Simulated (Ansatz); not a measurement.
Relaxation of a generated trial cell of V in the hcp structure type; 2 atoms in the cell, which starts as P6₃/mmc (No. 194), hP2; a = b = 2.696 Å, c = 4.377 Å, α = β = 90.00°, γ = 120.00°. Computed with r2SCAN (plane waves to 500 eV, PAW, scalar-relativistic; Ansatz, a program for electronic structure). Γ-centred k-mesh 14×14×8 on the run's cell (coarser than for final values), Fermi–Dirac smearing 0.05 eV. This is the first round of the run. Spin-polarised start, with parallel moments on V.

The optimiser's lines from the output (shortened; P is positive under compression):

```
relax step   1: F+E_penalty+E_count = -5833.48615625 eV  Δ(F+E_penalty+E_count) = +0.000e0 eV  max|allowed force component| = 1.850e-16 eV/Å  Δτ_max = 0.0000 Å  P = -0.966 GPa  Ω = 27.544 Å³  (27 SCF iters, dr2 threshold 1.00e-7 eV, accepted)
relax step   2: F+E_penalty+E_count = -5833.54402480 eV  Δ(F+E_penalty+E_count) = -5.787e-2 eV  max|allowed force component| = 3.516e-16 eV/Å  Δτ_max = 0.0000 Å  P = +0.255 GPa  Ω = 27.324 Å³  (13 SCF iters, dr2 threshold 2.00e-7 eV, accepted)
relax step   3: F+E_penalty+E_count = -5833.57247977 eV  Δ(F+E_penalty+E_count) = -2.845e-2 eV  max|allowed force component| = 1.850e-17 eV/Å  Δτ_max = 0.0000 Å  P = -2.646 GPa  Ω = 27.737 Å³  (13 SCF iters, dr2 threshold 2.00e-7 eV, accepted)
relax step   4: F+E_penalty+E_count = -5833.57128470 eV  Δ(F+E_penalty+E_count) = +1.195e-3 eV  max|allowed force component| = 1.527e-16 eV/Å  Δτ_max = 0.0000 Å  P = +3.359 GPa  Ω = 26.847 Å³  (13 SCF iters, dr2 threshold 2.00e-7 eV, rejected (line search))
relax step   5: F+E_penalty+E_count = -5833.57600983 eV  Δ(F+E_penalty+E_count) = -3.530e-3 eV  max|allowed force component| = 2.313e-16 eV/Å  Δτ_max = 0.0000 Å  P = -0.953 GPa  Ω = 27.470 Å³  (19 SCF iters, accepted)
relax step   6: F+E_penalty+E_count = -5833.57672677 eV  Δ(F+E_penalty+E_count) = -7.169e-4 eV  max|allowed force component| = 9.714e-17 eV/Å  Δτ_max = 0.0000 Å  P = +0.009 GPa  Ω = 27.324 Å³  (12 SCF iters, dr2 threshold 2.00e-7 eV, accepted)
relax step   7: F+E_penalty+E_count = -5833.57673212 eV  Δ(F+E_penalty+E_count) = -5.347e-6 eV  max|allowed force component| = 1.064e-16 eV/Å  Δτ_max = 0.0000 Å  P = +0.001 GPa  Ω = 27.326 Å³  (8 SCF iters, dr2 threshold 2.84e-8 eV, accepted)
relax step   8: F+E_penalty+E_count = -5833.57706463 eV  Δ(F+E_penalty+E_count) = -3.325e-4 eV  max|allowed force component| = 1.110e-16 eV/Å  Δτ_max = 0.0000 Å  P = +0.013 GPa  Ω = 27.326 Å³  stress off target by 7.34e-2 GPa  SCF on the basis re-selected at this cell (its energy is not comparable with the rows above)  (10 SCF iters)
relax step   9: F+E_penalty+E_count = -5833.57706559 eV  Δ(F+E_penalty+E_count) = -9.549e-7 eV  max|allowed force component| = 9.252e-17 eV/Å  Δτ_max = 0.0000 Å  P = -0.000 GPa  Ω = 27.328 Å³  (8 SCF iters, dr2 threshold 1.35e-8 eV, accepted)
relax step  10: F+E_penalty+E_count = -5833.57706852 eV  Δ(F+E_penalty+E_count) = -2.934e-6 eV  max|allowed force component| = 2.128e-16 eV/Å  Δτ_max = 0.0000 Å  P = -0.000 GPa  Ω = 27.328 Å³  stress off target by 3.18e-4 GPa  SCF on the basis re-selected at this cell (its energy is not comparable with the rows above)  (7 SCF iters)
```

From the first to the last row the energy changes by -0.05 eV/atom and the volume by -0.8 %. The last row is marked as not comparable with the walk above it, whose basis was carried along; it does compare with step 1, since both stand on a basis selected at the nominal cutoff for their own cell.

Step 4 was rejected by the optimiser.

Later rounds, restarted from the end of this one on a renewed k-mesh, logged 4 more steps and released under 0.01 eV/atom more. The final structure after all rounds: P6₃/mmc (No. 194), hP2, hcp (Mg type); a = b = 2.599 Å, c = 4.670 Å, α = β = 90.00°, γ = 120.00°. Between re-selections the logged energies stand on a plane-wave basis carried along with the cell. No spin polarisation in the result: the starting moments vanished.

The run could not lower the symmetry of its start; a shaken copy of this end point relaxes with r2SCAN to Im-3m (No. 229), 0.27 eV/atom lower.

The relaxed structure here is a generated cell of V: the first start was made by placing the elements on the sites of a structure type, and the end was not matched to a known phase here, so it may be hypothetical. Known forms of V include space group No. 229.
